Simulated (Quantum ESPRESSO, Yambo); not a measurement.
SiC: DFT and GW levels

Space group P6₃mc (No. 186); a = b = 3.0766 Å, c = 15.0981 Å, α = β = 90.00°, γ = 120.00°

```json
[
 {"atom": "C", "site": "2a", "symmetry": "3m.", "x": "0.0000", "y": "0.0000", "z": "0.3744"},
 {"atom": "C", "site": "2b", "symmetry": "3m.", "x": "0.6667", "y": "0.3333", "z": "0.2080"},
 {"atom": "C", "site": "2b", "symmetry": "3m.", "x": "0.3333", "y": "0.6667", "z": "0.0415"},
 {"atom": "Si", "site": "2b", "symmetry": "3m.", "x": "0.6667", "y": "0.3333", "z": "0.3330"},
 {"atom": "Si", "site": "2b", "symmetry": "3m.", "x": "0.3333", "y": "0.6667", "z": "0.1665"},
 {"atom": "Si", "site": "2a", "symmetry": "3m.", "x": "0.0000", "y": "0.0000", "z": "0.4997"}
]
```

The geometry is that of Materials Project entry mp-7631, symmetrised and not relaxed again.

Starting point: PBEsol (Quantum ESPRESSO, PseudoDojo norm-conserving, 82 Ry, no spin-orbit coupling). G0W0 in Yambo: 6×6×1 Γ-centred k mesh, 229 bands and a 8 Ry block in the screening, 229 bands in G with the Bruneval-Gonze terminator, plasmon pole fitted at 27.2 eV.

The PBEsol gap along the band path comes out as 1.92 eV and the PBEsol gap between the mesh's edge points (Γ → M) is 1.92 eV. The G0W0 gap between the same points comes out as 2.73 eV, the PBEsol smallest direct gap on the mesh (at M) is 3.03 eV and the G0W0 direct gap at that point is 3.97 eV.

```csv
k point,band,E PBEsol (eV),E QP (eV),shift (eV),Z
Γ,VB,0.00,-0.46,-0.46,0.80
Γ,CB,5.14,5.62,0.48,0.81
M,VB,-1.11,-1.70,-0.59,0.80
M,CB,1.92,2.27,0.35,0.82
K,VB,-2.09,-2.76,-0.67,0.79
K,CB,3.37,3.80,0.43,0.82
```

Energies count from the PBEsol valence-band maximum.

Nearest settings tried, and what they do to the gap: 147 bands in G: +2 meV; 147 bands in W, 147 bands in G: +6 meV; 7 Ry block (283 vectors against 345): -45 meV. Not varied: mesh. So the settings aren't converged at that level.
